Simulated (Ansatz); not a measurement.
Relaxed CdSe (zinc blende):

```yaml
crystal:
  lattice:
    - [0.00000, 3.04091, 3.04091]
    - [3.04091, 0.00000, 3.04091]
    - [3.04091, 3.04091, 0.00000]
  atoms:
    - { symbol: Se, position: [0.75000, 0.75000, 0.75000] }
    - { symbol: Cd, position: [0.00000, 0.00000, 0.00000] }
```

Computed with PBEsol (plane waves to 420 eV, PAW, scalar-relativistic; Ansatz, a quantum-chemistry and plane-wave program). k mesh 8×8×8 (Γ-centred), Fermi-Dirac smearing 0.05 eV. CdSe was relaxed with its symmetry unable to fall.

One atom of the cell was then moved (with its periodic images), all else fixed, and the forces (eV/Å) came out as:

```csv
atom,Fx,Fy,Fz
Se1,2.150,0.000,0.000
Cd2,-2.150,0.000,0.000
```

With two atoms only their relative shift counts; take Se1 as fixed.

Problem. Which atom was moved, and by which vector (Å)?

Solution. Cd2, by (0.53, 0.00, 0.00), 0.53 Å in all.

(A displaced cell: forces are minus the slopes of the energy, force constants its curvatures, and phonons follow from these.)
